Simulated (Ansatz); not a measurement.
Total density of states per atom from the program Ansatz at the PBEsol level (PAW), in 0.25 eV bins, energy from the Fermi level:

(E (eV), states/eV/atom): (-7.80, 0.00); (-7.55, 0.02); (-7.30, 0.09); (-7.05, 0.52); (-6.80, 1.03); (-6.55, 0.76); (-6.30, 0.99); (-6.05, 1.03); (-5.80, 1.06); (-5.55, 1.15); (-5.30, 0.72); (-5.05, 0.60); (-4.80, 0.62); (-4.55, 0.51); (-4.30, 0.33); (-4.05, 0.31); (-3.80, 0.47); (-3.55, 0.36); (-3.30, 0.66); (-3.05, 0.68); (-2.80, 0.38); (-2.55, 0.21); (-2.30, 0.17); (-2.05, 0.16); (-1.80, 0.15); (-1.55, 0.18); (-1.30, 0.30); (-1.05, 0.50); (-0.80, 0.52); (-0.55, 0.42); (-0.30, 0.45); (-0.05, 0.93); (0.20, 0.77); (0.45, 0.25); (0.70, 0.07); (0.95, 0.35); (1.20, 0.48); (1.45, 0.57); (1.70, 0.90); (1.95, 1.25); (2.20, 1.12); (2.45, 1.13); (2.70, 1.18); (2.95, 1.14); (3.20, 0.95); (3.45, 0.94)

Which of these materials gives this?
(A) TiO, Pm-3m (Ti on 3c, O on 3d)
(B) CoO, I-4m2 (Co on 2a, O on 2d)
(C) Ba2CuHgO4, P4/mmm (Pearson symbol tP8)
(D) TiS, P-6m2 (Ti on 1e, S on 1b)

A, TiO, Pm-3m (Ti on 3c, O on 3d). Within 0.5 eV of the Fermi level: Ti 3d 87 %, O 2p 5 %. Projections are on Löwdin-orthogonalised atomic valence shells; empty p or d shells of many metals are not among them.

The workflow started from a Materials Project entry (that database holds measured and hypothetical structures alike); the Crystallography Open Database copy checked does not list it. COD files the formula under space group No. 12, 225. Its standing as an ambient phase is unchecked. The cell was relaxed with PBEsol under the symmetry of its start; its stability against distortions is not shown here. The workflow began spin-polarised and lost its moments. The compound may be a true metal, but semilocal functionals without U, or a wrong spin order, can also close a gap.

Potentials: the later of the program's two PAW sets.
